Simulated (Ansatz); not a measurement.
Optical constants of SbP

The calculation used DFT PBE, scalar-relativistic, plane waves, PAW in Ansatz. Settings: 420 eV plane-wave cutoff, Γ-centred 12×12×12 mesh, Fermi-Dirac smearing of 0.15 eV. No spin polarisation.

Relaxed structure:
```xyz
2
Lattice="0.0000 3.2542 3.2542 3.2542 0.0000 3.2542 3.2542 3.2542 0.0000" Properties=species:S:1:pos:R:3 pbc="T T T"
Sb    0.0000    0.0000    0.0000
P     1.6271    1.6271    1.6271
```

The cell is the ideal cubic zincblende prototype; whether it is the stable structure of this composition wasn't checked. In a metal these results depend on the k mesh and the smearing. Spin–orbit coupling is left out, which matters for heavy elements.

Independent-particle response (no local fields, no excitons) on a 18×18×18 mesh, broadened by 0.1 eV; the Drude term is undamped and its weight carries the smearing above, which sets much of it in a semimetal. The run couldn't bound its error over part or most of this range, so small peaks and near ties are unsure. Light polarised along y. ε₁ lacks the small share of bands above those solved.

Problem. Tabulate ε₁ and ε₂ against photon energy.

Solution.
| E (eV) | ε₁ | ε₂ |
| --- | --- | --- |
| 0.2 | -382.99 | 30.67 |
| 0.5 | -52.62 | 12.40 |
| 0.8 | -13.52 | 8.65 |
| 1.1 | -1.39 | 7.59 |
| 1.4 | 3.76 | 7.65 |
| 1.7 | 6.20 | 7.75 |
| 2.0 | 8.29 | 7.61 |
| 2.3 | 11.64 | 8.19 |
| 2.6 | 17.64 | 16.55 |
| 2.9 | 8.80 | 23.85 |
| 3.2 | -0.85 | 23.95 |
| 3.5 | -8.34 | 17.54 |
| 3.8 | -7.99 | 10.09 |
| 4.1 | -5.03 | 7.93 |
| 4.4 | -5.36 | 9.22 |
| 4.7 | -5.68 | 5.46 |
| 5.0 | -4.01 | 4.02 |
| 5.3 | -2.48 | 4.35 |
| 5.6 | -2.80 | 4.59 |
| 5.9 | -3.04 | 4.30 |
| 6.2 | -3.02 | 3.44 |
| 6.5 | -2.79 | 3.24 |
| 6.8 | -2.42 | 3.01 |
| 7.1 | -2.84 | 2.73 |
| 7.4 | -2.73 | 2.12 |
| 7.7 | -2.22 | 1.35 |
| 8.0 | -1.46 | 1.39 |
| 8.3 | -1.55 | 1.44 |
| 8.6 | -1.32 | 1.24 |
| 8.9 | -1.18 | 1.28 |
| 9.2 | -1.05 | 1.13 |
| 9.5 | -1.00 | 1.21 |
| 9.8 | -0.88 | 0.99 |
| 10.1 | -0.84 | 1.10 |
| 10.4 | -0.84 | 1.00 |
| 10.7 | -0.79 | 0.78 |
| 11.0 | -0.61 | 0.72 |
| 11.3 | -0.55 | 0.75 |
| 11.6 | -0.50 | 0.71 |

Problem. Where is the highest local maximum of ε₂ between 0.3 and 12 eV?

Solution. At 3.0 eV, where ε₂ = 25.3.

Cost: 1 run of about 0.87 core-minutes, on Intel Xeon 6975P-C (Granite Rapids) (shared hosts).